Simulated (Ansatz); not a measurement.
Sr (P6_3/mmc): from strained cells to moduli

```
Sr
1.0
     4.19616    0.00000    0.00000
    -2.09808    3.63398    0.00000
     0.00000    0.00000    6.87566
Sr
2
Direct
  0.33333 0.66667 0.25000
  0.66667 0.33333 0.75000
```

Conventional cell: a = 4.196 Å, b = 4.196 Å, c = 6.876 Å, α = 90.00°, β = 90.00°, γ = 120.00°. Sr (atom 1) has 12 Sr at 4.20 to 4.21 Å as nearest neighbours.

Level of theory, where no other is named: PBEsol, all-electron LAPW in Ansatz 0.2.0, scalar-relativistic. k mesh 12×12×6, strains of ±0.005, Fermi-Dirac smearing of 0.100 eV, basis error target 1 meV/atom. The cell was relaxed by PAW under this functional, which moved its volume by -8 % from the database entry's. This phase needn't be the one found at ambient conditions.

The cell is hexagonal and carries a residual pressure of 0.00 GPa at this level. Each strain component that symmetry leaves independent is applied at ±0.005, the ions relax wherever a strain frees them, and the stress (tension positive, GPa) is read. Shears are engineering strains, γ = 2ε.

```tsv
strain	size	σxx	σyy	σzz	σyz	σxz	σxy
xx	-0.005	-0.1016	-0.0469	-0.0244	0.0000	0.0000	0.0000
xx	+0.005	0.1074	0.0570	0.0210	0.0000	0.0000	0.0000
zz	-0.005	-0.0183	-0.0183	-0.1446	0.0000	0.0000	0.0000
zz	+0.005	0.0271	0.0271	0.1371	0.0000	0.0000	0.0000
yz	-0.005	0.0047	0.0055	-0.0026	-0.0305	0.0000	0.0000
yz	+0.005	0.0047	0.0054	-0.0026	0.0305	0.0000	0.0000
```

A central difference gives one constant, for example C11 ≈ (0.1074 − (-0.1016))/(0.01) = 20.9 GPa; the program then imposes the crystal's symmetry on the whole matrix.

(1) What are the independent elastic constants?

(2) Is the crystal stable against homogeneous strain?

(3) What moduli does a random aggregate of grains have?

(4) With the density of 2.775 g/cm³, how fast does sound travel, and what Debye temperature follows?

(5) How far do the constants move if PAW replaces LAPW in the same cell?

(6) What happens at 2 GPa (cell relaxed there)?

## Answers

(1) C11 = 20.9, C12 = 10.4, C13 = 4.5, C33 = 28.2, C44 = 6.1 GPa.

(2) The least eigenvalue of the 6×6 matrix is 5.3 GPa, so yes.

(3) Voigt and Reuss bounds: B from 12.1 to 12.1 and G from 6.3 to 6.9 GPa; their means are B = 12.1 and G = 6.6 GPa. Then E = 9BG/(3B + G) = 16.7 GPa, ν = (3B − 2G)/(6B + 2G) = 0.270 and B/G = 1.84, on the ductile side of Pugh's 1.75 (a rule of thumb).

(4) 

| direction | slow (m/s) | middle (m/s) | fast (m/s) |
| --- | --- | --- | --- |
| x | 1376 | 1483 | 2744 |
| y | 1376 | 1483 | 2744 |
| z | 1483 | 1483 | 3186 |

The mean of v⁻³ over directions and branches gives v_m = 1693 m/s and θ_D = (ħ/k_B) v_m (6π²n)^(1/3) = 135 K, n being atoms per volume. Young's modulus spans 15 to 27 GPa over directions, and the universal anisotropy index is 0.45.

(5) 

```json
{"constant": "C11", "LAPW (GPa)": "20.9", "PAW (GPa)": "20.9", "difference": "0.0"}
{"constant": "C12", "LAPW (GPa)": "10.4", "PAW (GPa)": "10.4", "difference": "0.0"}
{"constant": "C13", "LAPW (GPa)": "4.5", "PAW (GPa)": "4.6", "difference": "0.1"}
{"constant": "C33", "LAPW (GPa)": "28.2", "PAW (GPa)": "28.1", "difference": "-0.1"}
{"constant": "C44", "LAPW (GPa)": "6.1", "PAW (GPa)": "6.1", "difference": "0.0"}
```

(6) The volume falls to 0.8732 of its value, and C11 = 26.0, C12 = 18.2, C13 = 7.2, C33 = 40.8, C44 = 6.8 GPa (slopes of the stress), in this structure whether or not another phase takes over.

Known limits: responses of metals move with mesh and smearing; elastic stability says nothing of phonons or of other phases; the frozen-core PAW files of the compared runs were fitted under PBE, their cores solved anew for this functional.
